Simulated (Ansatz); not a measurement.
TiSe:
```xyz
8
Lattice="6.4660 0.0000 0.0000 0.0000 3.4746 0.0000 0.0000 0.0000 6.2366" Properties=species:S:1:pos:R:3 pbc="T T T"
Ti     0.0349     0.8687     5.0398
Ti     3.1981     2.6060     1.9215
Ti     3.2679     0.8687     4.3151
Ti     6.4310     2.6060     1.1968
Se     1.3986     0.8687     2.6076
Se     1.8343     2.6060     5.7259
Se     4.6316     0.8687     0.5106
Se     5.0673     2.6060     3.6289
```

Relaxed with r²SCAN.

**Question.** Map the electron localisation function on the plane through (0.005, 0.250, 0.808) spanned by u = [1, 0, 0] and v = [0, 0, 1] in lattice vectors, from r²SCAN (plane waves, PAW; program Ansatz).

**Answer.** x is the fraction of u, y of v (the angle between them is 90°; rows are the nearest grid lines); atoms in the plane: Ti at (0.00, 0.00), Ti at (0.50, 0.88), Se at (0.21, 0.61), Se at (0.71, 0.27).
```
|  *%+..::::. :=**+-. .:--:..+%*. |
| :*#=..:::. .=####*=. .:::..=#*: |
|##+:  .:::..+%*. .*%+..:::. .-*##|
|+=.  .---:..+%*. .*%+..::::. .-++|
|.. .:=***=..-##=:=##-...:::.   ..|
|.:+%@@@@@%*-..-+**+:   ......   .|
|:+%@@@@@@@%*:  .--:.   .....   .:|
|-#@@@@%%%@@%+:.........        .-|
|+%@@%+:.-*%%%*===++=-..        :+|
|*%@@#=. :+%%%#+=+++=-.        .-*|
|*%@@%=:.:*%@%#+==++=:.        .-*|
|+#%@@%%#%%@%%*=-------::::... .:+|
|=*%@@@@%%%%%#+-::--=++++++=-:..:=|
|:-=+*####**+-:.:-+#%%%%%%%%#*=:::|
|:---=====--:...:=#%@@@%%%%%%#+-::|
|----:::....   .-+%@@@%#*#%@%%*=--|
|+++=:.        .-*%@@#=..:+%%%#+=+|
|+++=-.         :*%@@#=..:+%%%#+=+|
|-===:..        :+%@@%*--=#%%%*=--|
|.:.......      .-*%@@@@@@@@#=. ..|
|==-.   .....    :=#@@@@@@@%+. .-=|
|##*-.  ......    .=#@@@@@%+:.:=*#|
| :##=...:::.  .::.  .-=++-..=##: |
|  *%+..::::. :=**+-. .:--:..+%*. |
```
Scale: ten equal steps from 0.007 (start of ' ') to 0.838 (end of '@'), in the order ' .:-=+*#%@'; x runs from 0.000 to 1.00, y from 0.000 (bottom) to 1.00 (top).

The density is the valence pseudo-density with augmentation charge, so density and ELF within about 1 Å of a nucleus are not all-electron values.

Space group Pnma. The workflow started from an entry of the Crystallography Open Database (COD), which files this formula under 2 space groups. Its standing as an ambient phase is unchecked. The cell was relaxed with r²SCAN under the symmetry of its start; whether a distortion lowers the energy is not shown. No spin polarisation was allowed.

Potentials: the later of the program's two PAW sets.
